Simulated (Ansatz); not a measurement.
The relaxed structure here is a generated cell of InP: the first start was made by placing the elements on the sites of a structure type, and the end was not matched to a known phase here, so it may be hypothetical. Known forms of InP include space group No. 216.

A structure of InP relaxed with PBEsol (plane waves to 420 eV, PAW, scalar-relativistic; Ansatz, a first-principles code); single points at other levels follow on the same geometry (Ansatz, PAW; PBEsol+SOC at 420 eV on a 7×7×11 k-mesh; spin-orbit coupling only where +SOC is written). Space group P4₂/mnm (No. 136).

Space group P4₂/mnm (No. 136); a = 7.175 Å, b = 7.175 Å, c = 4.163 Å, α = 90.00°, β = 90.00°, γ = 90.00°

```json
[
 {"atom": "In", "site": "4f", "symmetry": "m.2m", "x": "0.1782", "y": "0.1782", "z": "0.0000"},
 {"atom": "P", "site": "4g", "symmetry": "m.2m", "x": "0.3193", "y": "0.3193", "z": "0.5000"}
]
```

| level | gap (eV) | kind | conduction minimum |
|---|---|---|---|
| PBEsol | 0.71 | direct | Γ |
| PBEsol+SOC | ? | ? | ? |

**Question.** Some entries are withheld; supply them.

**Answer.** 
- PBEsol+SOC, gap (eV): 0.69
- PBEsol+SOC, kind: direct
- PBEsol+SOC, conduction minimum: Γ

The shift from spin-orbit coupling is approximate. No spin polarisation in the result.

The run could not lose the symmetry of its start: the end is stationary, and may be a saddle point rather than a minimum.

It was reached from a disturbed copy of a P6₃/mmc (No. 194) cell, against which it lies -0.17 eV/atom.
